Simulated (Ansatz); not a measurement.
The calculation used DFT PBE, scalar-relativistic, plane waves, PAW (Ansatz). Settings: cutoff 420 eV, Γ-centred meshes spaced at most about 0.3 Å⁻¹, and about 0.25 Å⁻¹ or finer for metals (2π included), Gaussian smearing. No spin polarisation in the final relaxations.

Temperature and zero-point effects are left out.

Compare these two cells of As3Se2, each relaxed at this level.

A.

Space group P-6m2 (No. 187). a = 4.749 Å, b = 4.749 Å, c = 5.697 Å, α = 90.00°, β = 90.00°, γ = 120.00°
| atom | site | symmetry | x | y | z |
| --- | --- | --- | --- | --- | --- |
| As | 2g | 3m. | 0.0000 | 0.0000 | 0.7211 |
| As | 1e | -6m2 | 0.6667 | 0.3333 | 0.0000 |
| Se | 1f | -6m2 | 0.6667 | 0.3333 | 0.5000 |
| Se | 1c | -6m2 | 0.3333 | 0.6667 | 0.0000 |

B.

Space group C2/m (No. 12). a = 6.088 Å, b = 4.878 Å, c = 7.897 Å, α = 90.00°, β = 90.11°, γ = 90.00°
| atom | site | symmetry | x | y | z |
| --- | --- | --- | --- | --- | --- |
| As | 4i | m | 0.8834 | 0.0000 | 0.3155 |
| As | 2d | 2/m | 0.5000 | 0.0000 | 0.5000 |
| Se | 4i | m | 0.2868 | 0.0000 | 0.1842 |

Question: Which would you expect to be lower, and how large is the difference?

Answer: B is lower, by 275 meV/atom. A has space group P-6m2 (No. 187), 22.3 Å³/atom and no gap on its mesh; B has space group C2/m (No. 12), 23.4 Å³/atom and no gap. Counting Se atoms around As (those within 1.25 times the shortest such distance or 1.15 times the sum of covalent radii; the shortest distance is added where it is long for a bond; a slash parts the counts of unlike sites), A has As 5/6 from 3.0 Å and B has As 2/3. A holds As–As pairs (shortest 2.52 Å); in B the shortest As–As distance is 2.75 Å, near bonding range too. Even the lower one lies +0.21 eV/atom against the reference forms of the elements (uncorrected), so neither is stable at this level. In A, As on a site of symmetry 3m is surrounded by 1 As at 2.52 Å, 6 Se at 3.02–3.17 Å and 4 As at 3.17–3.18 Å; As on a site of symmetry -6m2 has 5 Se at 2.74–2.85 Å and 6 As at 3.17 Å; Se on its first site has 8 As at 2.85–3.02 Å; 1 more site not described. In B, As on a site of symmetry m is surrounded by 3 Se at 2.67–2.71 Å, 1 As at 2.75 Å, 2 As at 2.93 Å and 1 As at 3.24 Å; As on a site of symmetry 2/m has 2 As at 2.75 Å, 2 Se at 2.81 Å and 4 As at 2.93 Å; Se is surrounded by 4 As at 2.67–2.81 Å. Both come from invented guesses.

Weakly bound directions are ill-defined at this level, which has no dispersion term (C2/m), and this can change margins and order among such cells. In P-6m2, C2/m an odd number of electrons in the primitive cell allows no gap without spin; a larger cell or a magnetic state could open one. A magnetic state wasn't ruled out in cells without spin, among them P-6m2, C2/m. Cells relaxed within their symmetry can be saddle points.
